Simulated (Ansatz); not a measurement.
ZnS:
```
CELL_PARAMETERS angstrom
      0.00000     2.64841     2.64841
      2.64841     0.00000     2.64841
      2.64841     2.64841     0.00000
ATOMIC_POSITIONS crystal
  Zn 0.00000 0.00000 0.00000
  S  0.75000 0.75000 0.75000
```

Relaxed with LDA. Special points in fractions of this cell's reciprocal vectors: Γ (0.000, 0.000, 0.000); X (0.500, 0.000, 0.500); U (0.625, 0.250, 0.625); K (0.375, 0.375, 0.750); L (0.500, 0.500, 0.500); W (0.500, 0.250, 0.750).

Question: List the band energies nearest the valence-band maximum at these points for LDA (plane waves, PAW; program Ansatz).

Answer: In eV from the valence-band maximum; about four levels below and three above (degenerate sets whole), none deeper than 8.9 eV; points with the same levels are listed once.

| k | below | above |
|---|---|---|
| Γ | -6.19 -6.19 0.00 0.00 0.00 | 2.12 6.17 6.17 6.17 |
| X | -5.95 -4.91 -2.48 -2.48 | 3.05 3.86 11.12 |
| U | -5.78 -5.01 -3.47 -2.02 | 3.86 5.93 9.31 |
| L | -5.97 -5.78 -0.97 -0.97 | 3.20 6.72 6.72 |
| W | -5.71 -4.98 -3.11 -3.01 | 5.50 6.15 7.78 |

Space group F-43m (zinc blende). The LDA relaxation kept the symmetry of its start; phonons on a q-mesh show no instability.

Potentials: the earlier of the program's two PAW sets.
